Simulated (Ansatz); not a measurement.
HfC (zinc blende, space group No. 216), r²SCAN in the plane-wave PAW code Ansatz. The conduction-band minimum lies at W, with 6 equivalent valleys. Second derivatives d²E/dk² of the lowest band at one valley (eV·Å²), along Cartesian directions:

| direction | d²E/dk² |
|---|---|
| [100] | 22.36 |
| [010] | 2.409 |
| [001] | 22.36 |
| [110] | 12.38 |
| [101] | 22.36 |
| [011] | 12.38 |

Problem. Find the principal effective masses, the density-of-states mass and the conductivity mass.

Solution. Off-diagonal terms follow from H_xy = H[110] − (H_xx + H_yy)/2, and m*/mₑ = 7.620 eV·Å² over each eigenvalue: 0.34, 0.34, 3.2. One valley's DOS mass (m₁m₂m₃)^(1/3) = 0.72, conductivity mass 3/(Σ 1/mᵢ) = 0.49 mₑ.

Problem. What effective density of states Nc follows at 300 K for parabolic valleys?

Solution. Nc = 2.509e19 × 6 × (0.72)^(3/2) ≈ 9.2e19 cm⁻³.

Space group F-43m (zinc blende). The start of the workflow was typed in or built on a structure type; neither database checked (COD, Materials Project) lists it. It is not the phase usual at ambient conditions (space group No. 225). Symmetry was held in the r²SCAN relaxation; whether a distortion lowers the energy is not shown. No spin polarisation was allowed. Spin–orbit coupling is left out wherever it is not named.

Potentials: the later of the program's two PAW sets.

Edges and masses are those of Kohn–Sham bands, whose gap is no quasiparticle gap.
